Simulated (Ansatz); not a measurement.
SnTe:
```
CELL_PARAMETERS angstrom
      0.00000     3.18708     3.18708
      3.18708     0.00000     3.18708
      3.18708     3.18708     0.00000
ATOMIC_POSITIONS crystal
  Sn 0.00000 0.00000 0.00000
  Te 0.50000 0.50000 0.50000
```

This is the r²SCAN-relaxed structure.

### Question
All from DFT-r²SCAN in the program Ansatz with PAW potentials, unless another level is named. Estimate the hole effective mass.

### Answer
0.018, 0.018, 0.068 mₑ (principal values).

### Question
Next, the electron effective mass?

### Answer
0.065, 0.12, 0.12 mₑ (principal values).

### Question
Give the formation energy from the elements (no fitted shifts).

### Answer
-0.26 eV/atom.

### Question
Give the weight of the valence-edge state by species (Voronoi cells).

### Answer
Te 59 %, Sn 41 %.

Space group Fm-3m (rock salt). The cell was relaxed with r²SCAN under the symmetry of its start. The volume moved by -29 % from the start of the relaxation. The references are the lowest solids computed at this level, not always the standard phases. Scalar-relativistic: spin–orbit coupling is off unless named, which matters more the heavier the elements.

Potentials: the later of the program's two PAW sets.

Edges and masses are those of Kohn–Sham bands, whose gap is no quasiparticle gap.
